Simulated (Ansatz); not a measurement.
NbAs:
Space group I4₁md (No. 109); a = 3.439 Å, b = 3.439 Å, c = 11.595 Å, α = 90.00°, β = 90.00°, γ = 90.00°

```
atom  site  symmetry       x       y       z
----  ----  --------  ------  ------  ------
Nb      4a      2mm.  0.0000  0.0000  0.7492
As      4a      2mm.  0.0000  0.0000  0.1678
```
(The calculation used a cell of 4 atoms; values per cell refer to that cell.)

Relaxed at zero pressure with DFT-PBEsol in the program Ansatz with PAW potentials.

### Question
The volume is raised by 6 % and shape and atoms relax at that volume. What pressure results, and how do the axes share the change?

### Answer
-9.0 GPa; a 1.6 %, b 1.6 %, c 2.7 %; the energy rises by 30 meV/atom.

### Question
Give the new structure.

### Answer

Space group I4₁md (No. 109); a = b = 3.4934 Å, c = 11.9095 Å, α = β = γ = 90.00°

| atom | site | symmetry | x | y | z |
|---|---|---|---|---|---|
| Nb | 4a | 2mm. | 0.0000 | 0.0000 | 0.7496 |
| As | 4a | 2mm. | 0.0000 | 0.0000 | 0.1674 |

The phase is kept; no other phase was compared at this pressure.

Space group I4_1md. The PBEsol relaxation kept the symmetry of its start; of distortions, only those at the zone centre were tested. No spin polarisation was allowed.

Potentials: the earlier of the program's two PAW sets.
